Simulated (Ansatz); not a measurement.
ZnAg, in the lowest among the structures calculated here: Pm-3m (No. 221), cP2, CsCl type; a = 3.118 Å, b = 3.118 Å, c = 3.118 Å, α = 90.00°, β = 90.00°, γ = 90.00°; Zn 1b (0.500, 0.500, 0.500); Ag 1a (0.000, 0.000, 0.000). All values below come from PBEsol (plane waves to 420 eV, PAW, scalar-relativistic; Ansatz, a first-principles code). Element references, the lowest calculated here: Ag (Fm-3m), Zn (P6₃/mmc).

### Question
Predict the formation energy of this Pm-3m form of ZnAg from the elements from PBEsol.

### Answer
-0.07 eV/atom.

Static energies, no anion corrections, no zero-point energy. Values are rounded to 0.01 eV/atom. The compounds carry no spin polarisation.
